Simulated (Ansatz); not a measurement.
## Computed generalised stacking-fault energy along a line: SnTe (rock salt)

Generalised stacking fault of SnTe (rock salt) on the {110} plane. The cell below holds the perfect crystal with the plane normal along z; tilting its third vector by the shift puts one fault into each cell, between planes 2.27 Å apart, at fixed cell height.

```
CELL_PARAMETERS angstrom
      4.53197     0.00000     0.00000
      0.00000     6.40917     0.00000
      2.26598     3.20458     6.79795
ATOMIC_POSITIONS crystal
  Te 0.00000 0.00000 0.83333
  Te 0.33333 0.33333 0.16667
  Te 0.66667 0.66667 0.50000
  Sn 0.00000 0.50000 0.83333
  Sn 0.33333 0.83333 0.16667
  Sn 0.66667 0.16667 0.50000
```

In-plane vectors a = (4.532, 0.000) Å, b = (0.000, 6.409) Å, area 29.05 Å². The shift is s times the vector a (length 4.532 Å), so s = 1 restores the start. The shift is rigid: no atom relaxes. γ = [E(shift) − E(0)] / area.

Computed with PBE (plane waves to 420 eV, PAW, scalar-relativistic; Ansatz, an electronic-structure program). k mesh 9×9×9 (Γ-centred), Fermi-Dirac smearing 0.05 eV. Energies are extrapolated to zero smearing. Stress and pressure are positive under compression. As the smearing reaches across the gap at some points, the k mesh leaves noise in γ, roughly 0.02 J/m² as judged from a few cases. Faults lie only 6.8 Å apart, and holding the cell height and the atoms raises γ above its relaxed value. SnTe was relaxed with its symmetry unable to fall. Spin-orbit coupling is left out, though Te is heavy. The zero of γ is zero shift.

```csv
s,γ (J/m²),σ normal to the fault (GPa)
0.000,0.00,0.0
0.083,0.11,1.4
0.167,0.48,5.8
0.250,1.11,13.6
0.333,1.93,24.0
0.417,2.70,34.2
0.500,3.03,38.6
0.583,2.70,34.2
0.667,1.93,24.0
0.750,1.11,13.6
0.833,0.48,5.8
0.917,0.11,1.4
```

Derived quantities:

| Item | Value |
|---|---|
| Highest computed γ on the line | 3.03 J/m² |
| Position of the highest point | s = 0.500 |
| Local minima between the ends | no computed point is one |
| Steepest slope dγ/d(shift) before the first maximum (spline) | 23 GPa |

(The slope of γ gives the shear force per area between the displaced halves; near zero shift its curvature is an elastic stiffness.)
